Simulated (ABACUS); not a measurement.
Worked example: self-consistent single point of CdSe (F-43m, 2 atoms in the cell; from Materials Project mp-2691, changed as shown) in ABACUS.

Method: PBE, PseudoDojo 0.5 standard norm-conserving PBE (tails mended) pseudopotentials (plane waves; ABACUS).

The change in words: volume scaled by 1.02. Reference geometry (F-43m):
```
CdSe
1.0
    0.00000     3.07027     3.07027
    3.07027     0.00000     3.07027
    3.07027     3.07027     0.00000
Cd Se
1 1
Cartesian
  0.00000   0.00000   0.00000
  4.60540   4.60540   4.60540
```

Reference input (self-consistent single point, DFT, PBE, plane waves, PseudoDojo 0.5 standard norm-conserving PBE (tails mended) pseudopotentials): KPT = Gamma 8 8 8 0 0 0; basis_type = pw; ecutwfc = 102 Ry; smearing_method = gaussian; smearing_sigma = 0.00367493 Ry; potentials = PseudoDojo 0.5 standard norm-conserving PBE (tails mended); symmetry = 1; symmetry_prec = 1e-05; ks_solver = cg; scf_nmax = 100; scf_thr = 1.0e-09 Ry; mixing_type = broyden. This run's input differs from it in these lines:

```diff
@@ -26,5 +26,5 @@
 LATTICE_VECTORS
-   0.0000000000    3.0702700000    3.0702700000
-   3.0702700000    0.0000000000    3.0702700000
-   3.0702700000    3.0702700000    0.0000000000
+   0.0000000000    3.0906040000    3.0906040000
+   3.0906040000    0.0000000000    3.0906040000
+   3.0906040000    3.0906040000    0.0000000000
 
@@ -41,3 +41,3 @@
 1
-   4.6054050000    4.6054050000    4.6054050000 1 1 1
+   4.6359060000    4.6359060000    4.6359060000 1 1 1
 # file: KPT
```

Log, with long lists cut:

```
 SELF-CONSISTENT
 -------------------------------------------
                                 init_chg = atomic

 PW ALGORITHM --------------- ION=   1  ELEC=   1--------------------------------
 Notice: Threshold on eigenvalues was too large.

 Density error is 0.0887069719596
                          Error Threshold = 0.000281974331108
 E_KohnSham     -593.2011550990      -8070.9157695284
 E_Fermi        0.5189235470         7.0603170660

 PW ALGORITHM --------------- ION=   1  ELEC=   2--------------------------------

 Density error is 0.0176999896611
                          Error Threshold = 0.000246408255443
   [... lines left out ...]

 Density error is 1.59341780381e-09
                          Error Threshold = 7.55269015803e-12
 E_KohnSham     -593.2326665465      -8071.3445047659
 E_Fermi        0.5423937994         7.3796462323

 PW ALGORITHM --------------- ION=   1  ELEC=  21--------------------------------

 Density error is 6.69349119639e-10
                          Error Threshold = 4.42616056613e-12
 E_KohnSham     -593.2326665461      -8071.3445047609
 E_KS(sigma->0) -593.2326665461      -8071.3445047609
 E_entropy(-TS) -0.0000000000        -0.0000000000
 E_Fermi        0.5423963492         7.3796809235
 charge density convergence is achieved
 final etot is -8071.3445048 eV
 EFERMI = 7.3796809235 eV

 STATE ENERGY(eV) AND OCCUPATIONS    NSPIN == 1
   [... 25 lines left out ...]

 TOTAL-FORCE (eV/Angstrom)
                       Cd1         0.0000000000         0.0000000000         0.0000000000
                       Se1         0.0000000000         0.0000000000         0.0000000000

 TOTAL-STRESS (KBAR)
         3.0949770383        -0.0000000000         0.0000000000
         0.0000000000         3.0949770383        -0.0000000000
         0.0000000000        -0.0000000000         3.0949770383
 TOTAL-PRESSURE: 3.094977 KBAR

 --------------------------------------------
 !FINAL_ETOT_IS -8071.3445047608956884 eV
 --------------------------------------------
```

The run converged in 21 iterations. Against the reference run the free energy falls by 3.0 meV/atom, the pressure goes from 1.28 to 0.31 GPa and the gap on the mesh goes from 0.549 to 0.508 eV.

The structure comes from a collection of computed structures, made at another level of theory; the collection holds predicted forms beside known ones.

Cost on one core: around 4 core-minutes (rough).

“Tails mended”: in these copies of the files the far tail of each local potential was reset to the Coulomb form.
